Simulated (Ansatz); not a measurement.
With DFT-PBE+D3(BJ) in the program Ansatz with PAW potentials, Pr in the dhcp (α-La type) structure (P6_3/mmc) relaxes to a = 3.256 Å, c = 10.596 Å. Pr on 2a has 12 nearest neighbours from 3.25 Å (cuboctahedral); Pr on 2c has 12 nearest neighbours from 3.25 Å (anticuboctahedral).

Electronic character: metallic (no gap). The magnetic state found is ferromagnetic. The net moment is 2.19 μB per atom.

The cell was relaxed with PBE+D3(BJ) under the symmetry of its start. The final state is ferromagnetic, the only order run, not a proven ground state. The volume lies over 15 % below that of the usual cell of this phase: another minimum, or an error of the functional. Caveat: open 4f shells can settle in a state that is not the lowest. No Hubbard U is applied. The pairwise dispersion correction was not fitted to metals. Axis ratios of metals converge slowly with the k-mesh, so a and c are less sure than the volume. Spin–orbit coupling is left out wherever it is not named.

Potentials: the later of the program's two PAW sets.
